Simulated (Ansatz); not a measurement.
ZrRh:
```
CELL_PARAMETERS angstrom
      6.05437     0.00000     0.00000
      0.00000     4.44423     0.00000
      0.00000     0.00000     5.24658
ATOMIC_POSITIONS crystal
  Zr 0.82498 0.75000 0.85913
  Zr 0.17502 0.25000 0.14087
  Zr 0.67502 0.25000 0.35913
  Zr 0.32498 0.75000 0.64087
  Rh 0.45307 0.75000 0.16828
  Rh 0.54693 0.25000 0.83172
  Rh 0.04693 0.25000 0.66828
  Rh 0.95307 0.75000 0.33172
```

Relaxed with PBEsol. Special points in fractions of this cell's reciprocal vectors: Γ (0.000, 0.000, 0.000); X (0.500, 0.000, 0.000); S (0.500, 0.500, 0.000); Y (0.000, 0.500, 0.000); Z (0.000, 0.000, 0.500); U (0.500, 0.000, 0.500); R (0.500, 0.500, 0.500); T (0.000, 0.500, 0.500).

Question: List the band energies nearest the Fermi level at these points for PBEsol in the plane-wave PAW code Ansatz.

Answer: In eV from the Fermi level; about four levels below and three above (degenerate sets whole), none deeper than 8.9 eV; points with the same levels are listed once.

```tsv
k	below	above
Γ	-1.38 -1.34 -1.22 -0.08	0.17 0.25 0.96
X	-1.27 -1.27 -0.03 -0.03	0.33 0.33 1.03 1.03
S	-1.68 -1.68 -1.68 -1.68	0.10 0.10 0.10 0.10
Y	-0.31 -0.31 -0.09 -0.09	0.13 0.13 0.77 0.77
Z	-0.72 -0.72 -0.65 -0.65	0.19 0.19 1.13 1.13
U	-1.56 -1.56 -0.32 -0.32	0.24 0.24 1.08 1.08
R	-0.42 -0.42 -0.42 -0.42	1.35 1.35 1.35 1.35
T	-1.55 -1.55 -1.37 -1.37	0.21 0.21 0.28 0.28
```

Space group Pnma. The workflow started from a Materials Project entry (that database holds measured and hypothetical structures alike); the Crystallography Open Database files this formula in space group No. 62, but the cells were not matched. Whether it is the stable phase at ambient conditions was not checked. The cell was relaxed with PBEsol under the symmetry of its start; of distortions, only those at the zone centre were tested. The run is not spin-polarised. Scalar-relativistic: spin–orbit coupling is off unless named, which matters more the heavier the elements.

Potentials: the later of the program's two PAW sets.
